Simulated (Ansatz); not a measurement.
MgS (rock salt)

```xyz
2
Lattice="0.0000 2.6015 2.6015 2.6015 0.0000 2.6015 2.6015 2.6015 0.0000" Properties=species:S:1:pos:R:3 pbc="T T T"
S      0.0000     0.0000     0.0000
Mg     2.6015     2.6015     2.6015
```

The slice is a {100} plane (indices of the conventional cell) through the point (0.500, 0.500, 0.500) (fractional), spanned by u = [100] and v = [0 1 -1] in vectors of this cell: u (3.68 Å) and v (3.68 Å, at 90° to u). It covers one period; positions are fractions (u, v).

The numbers are results of r2SCAN (plane waves to 500 eV, PAW, scalar-relativistic; Ansatz, a first-principles code), not measurements. k mesh 11×11×11. These are valence fields of a PAW run, semicore shells included where kept as valence: close to a nucleus they are smooth pseudo fields. MgS was relaxed with its symmetry unable to fall.

Three fields on this plane, each scaled to ten steps between its own extremes (0 low, 9 high; the total valence density on a logarithmic scale, the potential cut 8 eV below its top; x marks points blanked near nuclei; v = 0 in the bottom row):

Map A
```
|xxxxxx268999862xxxxx|
|xxxxxx368999863xxxxx|
|xxxxx04678887640xxxx|
|xxxx0356555556530xxx|
|xxx03442xxxxx24430xx|
|1234541xxxxxxx145432|
|566662xxxxxxxxx26666|
|88875xxxxxxxxxxx5788|
|99985xxxxxxxxxxx5899|
|99985xxxxxxxxxxx5899|
|99985xxxxxxxxxxx5899|
|88875xxxxxxxxxxx5788|
|566662xxxxxxxxx26666|
|1234541xxxxxxx145432|
|xxx03442xxxxx24430xx|
|xxxx0356555556530xxx|
|xxxxx04678887640xxxx|
|xxxxxx368999863xxxxx|
|xxxxxx268999862xxxxx|
|xxxxxx158999851xxxxx|
```

Map B
```
|xxxxxx000010000xxxxx|
|xxxxxx222333222xxxxx|
|xxxxx33455555433xxxx|
|xxxx3457788877543xxx|
|xxx34689xxxxx98643xx|
|0023589xxxxxxx985320|
|002479xxxxxxxxx97420|
|00257xxxxxxxxxxx7520|
|00358xxxxxxxxxxx8530|
|01358xxxxxxxxxxx8531|
|00358xxxxxxxxxxx8530|
|00257xxxxxxxxxxx7520|
|002479xxxxxxxxx97420|
|0023589xxxxxxx985320|
|xxx34689xxxxx98643xx|
|xxxx3457788877543xxx|
|xxxxx33455555433xxxx|
|xxxxxx222333222xxxxx|
|xxxxxx000010000xxxxx|
|xxxxxx000000000xxxxx|
```

Map C
```
|xxxxxx963111369xxxxx|
|xxxxxx853101358xxxxx|
|xxxxx97520002579xxxx|
|xxxx9974210124799xxx|
|xxx99876xxxxx67899xx|
|9987777xxxxxxx777789|
|665546xxxxxxxxx64556|
|43322xxxxxxxxxxx2233|
|21101xxxxxxxxxxx1011|
|11000xxxxxxxxxxx0001|
|21101xxxxxxxxxxx1011|
|43322xxxxxxxxxxx2233|
|665546xxxxxxxxx64556|
|9987777xxxxxxx777789|
|xxx99876xxxxx67899xx|
|xxxx9974210124799xxx|
|xxxxx97520002579xxxx|
|xxxxxx853101358xxxxx|
|xxxxxx963111369xxxxx|
|xxxxxx964212469xxxxx|
```

**Question.** Assign the maps to these fields: density of the lowest conduction band (whole band as if filled, smooth part); valence electron density; electrostatic potential energy of an electron, from the cell's mean.

**Answer.** A is the electrostatic potential energy of an electron, from the cell's mean; B is the valence electron density; C is the density of the lowest conduction band (whole band as if filled, smooth part).
